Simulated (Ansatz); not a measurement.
The start is a generated cell, Cu placed in the simple-cubic structure type. Cell shape, volume and atoms are optimised at zero target pressure with PBE (plane waves to 420 eV, PAW, scalar-relativistic; Ansatz, a program for electronic structure). First-step values are on the input's coarse k-mesh.

Ansatz input (later rounds restart from its end on a renewed k-mesh):
Ansatz 0.2 input:
```yaml
crystal:
  lattice:
    - [2.36171, 0, 0]
    - [0, 2.36171, 0]
    - [0, 0, 2.36171]
  atoms:
    - { symbol: Cu, position: [0, 0, 0] }
basis: { ecutwfc: 420, ecutrho_ratio: 4, xc_grid: 2, fft_grid_basis: typed }
kpoints: { mp_grid: { grid: [14, 14, 14] } }
hamiltonian:
  xc: pbe
  dispersion: none
  pseudopotentials: { azcp: { folder: ./paw }, kind: paw }
scf: { occupations: { method: fermi_dirac, width: 0.05 } }
relax: { f_tol: 0.01, max_steps: 100, cell: { stress_tol: 0.02 } }
output: { forces: true, stress: true }
```

Task: How large is the pressure on the unrelaxed cell, and of which sign?

Result: +6.6 GPa (positive: the cell is compressed).

Task: By how much does the energy per atom fall from start to end?

Result: 0.01 eV/atom.

Task: How does the volume per atom move from start to end?

Result: +5.7 %, from 13.17 to 13.93 Å³/atom.

Task: How do the shortest distances between atoms change?

Result: The closest pairs of elements (up to four, under 3.6 Å), start → end: Cu–Cu 2.36 → 2.41 Å.

Task: What band gap does the relaxed structure have at this level?

Result: Zero (metallic).

Task: Write out the relaxed structure.

Result: 
Space group Pm-3m (No. 221); a = b = c = 2.406 Å, α = β = γ = 90.00°

```csv
atom,site,symmetry,x,y,z
Cu,1a,m-3m,0.0000,0.0000,0.0000
```

The space group stays Pm-3m (No. 221) (the run could not lower it); the end is simple cubic type, with 1 atom in the primitive cell. Final values are on a 19×19×19 k-mesh of the relaxed cell. No spin polarisation in the result.

The run could not lose the symmetry of its start, so the end can be a saddle point.

The relaxed structure here is a generated cell of Cu: the first start was made by placing the elements on the sites of a structure type, and the end was not matched to a known phase here, so it may be hypothetical. Known forms of Cu include space group No. 225.
